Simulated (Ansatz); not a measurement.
## Vibrational response of C at 35 GPa

Theory: Ansatz, DFT LDA, scalar-relativistic, plane waves, PAW. Cutoff 420 eV, 12×12×12 k-points (Γ-centred), fixed occupations. No spin polarisation. Phonons by linear response, acoustic sum rule imposed.

The cell, relaxed at 35 GPa:
```xyz
2
Lattice="0.0000 1.7272 1.7272 1.7272 0.0000 1.7272 1.7272 1.7272 0.0000" Properties=species:S:1:pos:R:3 pbc="T T T"
C     1.7272    1.7272    1.7272
C     2.5908    2.5908    2.5908
```

Other phases may be more stable at this pressure.

(1) Give the high-frequency dielectric tensor ε∞.

(2) Give the Born effective charges.

(3) How large is the static dielectric tensor with the ions free to move, and what share of it is ionic?

Results:

(1)
```
5.68 0.00 0.00
0.00 5.68 0.00
0.00 0.00 5.68
```

(2)
```tsv
atom	Z*xx	Z*yy	Z*zz	mean
C (atom 1)	0.00	0.00	0.00	0.00
```

(3)
```
5.7 0.0 0.0
0.0 5.7 0.0
0.0 0.0 5.7
```
The ions give 0 % of its trace.

Cost: 1 run of about 0.45 core-minutes, on Intel Xeon Platinum 8259CL (Skylake/Cascade Lake) (shared hosts).